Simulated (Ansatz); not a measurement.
**How much do the gradients of WS2 with oxygen replacing S depend on the method?**

Cell: a supercell of WS2 (space group P6_3/mmc) built from a COD entry, with the ions relaxed around the defect (PBE).

Space group P3m1 (No. 156); a = 9.5400, c = 12.5000 Å, γ = 120.00°.

```
site  Wyckoff  site symmetry       x       y       z
  W1       1a            3m.  0.0000  0.0000  0.2495
  W2       6e              1  0.0000  0.3333  0.2499
  W6       1b            3m.  0.3333  0.6667  0.2499
  W8       1c            3m.  0.6667  0.3333  0.2498
 W10       3d            .m.  0.1072  0.8928  0.7508
 W12       3d            .m.  0.1115  0.5558  0.7471
 W14       3d            .m.  0.4435  0.2217  0.7485
   O       1a            3m.  0.0000  0.0000  0.6627
 S20       6e              1  0.0003  0.3288  0.6232
 S24       1b            3m.  0.3333  0.6667  0.6214
 S26       1c            3m.  0.6667  0.3333  0.6232
 S28       3d            .m.  0.1113  0.8887  0.1243
 S30       3d            .m.  0.1111  0.5556  0.1244
 S32       3d            .m.  0.4444  0.2222  0.1243
 S37       1a            3m.  0.0000  0.0000  0.8828
 S38       6e              1  0.0019  0.3340  0.8734
 S42       1b            3m.  0.3333  0.6667  0.8722
 S44       1c            3m.  0.6667  0.3333  0.8738
 S46       3d            .m.  0.1109  0.8891  0.3753
 S48       3d            .m.  0.1111  0.5555  0.3754
 S50       3d            .m.  0.4444  0.2222  0.3754
```

One atom of each set is listed.

First run. Computed with Ansatz: DFT, PBE, plane waves and PAW, scalar-relativistic, 420 eV cutoff, Γ-centred 3×3×2 k-points, Fermi–Dirac smearing 0.01 eV.

```json
{"site": "W1", "V_zz (10²¹ V/m²)": "-17.58", "η": "0.00"}
{"site": "W2", "V_zz (10²¹ V/m²)": "-17.53", "η": "0.00"}
{"site": "W6", "V_zz (10²¹ V/m²)": "-17.53", "η": "0.00"}
{"site": "W8", "V_zz (10²¹ V/m²)": "-17.43", "η": "0.00"}
{"site": "W10", "V_zz (10²¹ V/m²)": "-15.16", "η": "0.12"}
{"site": "W12", "V_zz (10²¹ V/m²)": "-17.15", "η": "0.14"}
{"site": "W14", "V_zz (10²¹ V/m²)": "-17.48", "η": "0.05"}
{"site": "O", "V_zz (10²¹ V/m²)": "-5.43", "η": "0.00"}
{"site": "S20", "V_zz (10²¹ V/m²)": "-4.41", "η": "0.16"}
{"site": "S24", "V_zz (10²¹ V/m²)": "-4.57", "η": "0.00"}
{"site": "S26", "V_zz (10²¹ V/m²)": "-4.71", "η": "0.00"}
{"site": "S38", "V_zz (10²¹ V/m²)": "-5.01", "η": "0.15"}
{"site": "S42", "V_zz (10²¹ V/m²)": "-4.68", "η": "0.00"}
{"site": "S46", "V_zz (10²¹ V/m²)": "-4.68", "η": "0.01"}
```

Second run. The same atoms and settings, except that the functional is r2SCAN and the cutoff is 500 eV.

(1) Given the first result, estimate the second.

## Answers

(1) 

```
site    V_zz     η  change of V_zz
  W1  -17.49  0.00           +0.09
  W2  -17.41  0.00           +0.12
  W6  -17.41  0.00           +0.12
  W8  -17.33  0.00           +0.10
 W10  -15.03  0.07           +0.13
 W12  -17.01  0.14           +0.14
 W14  -17.35  0.05           +0.13
   O   -5.62  0.00           -0.19
 S20   -4.50  0.14           -0.09
 S24   -4.64  0.00           -0.07
 S26   -4.78  0.00           -0.07
 S38   -5.07  0.16           -0.06
 S42   -4.76  0.00           -0.08
 S46   -4.71  0.01           -0.03
```

The largest change of V_zz is on O, from -5.43 to -5.62. The whole tensor moves most on W10, by 0.53 along its most changed direction. In per cent, |V_zz| changes by -1 on W, +3 on O, +1 to +2 on S (all sites that start above 0.5). The table leaves out 7 of the 21 sites, with |V_zz| up to 5.08; their tensors move by 0.07 at most along any direction. The statements above cover all sites.

The defect repeats with the cell of 54 atoms, so it feels its images: sites between two images don't show the values beside a lone defect, and zeros or small values of η there can come from the images' arrangement. S and W carry a gradient in the pure host already, so the values there aren't the defect's effect alone. The relaxation keeps the site symmetry 3m of the start, so the impurity can move only along its axis; a start off the site could end lower. Without spin–orbit coupling the gradients at and beside W can be off by some per cent, at some sites by more.
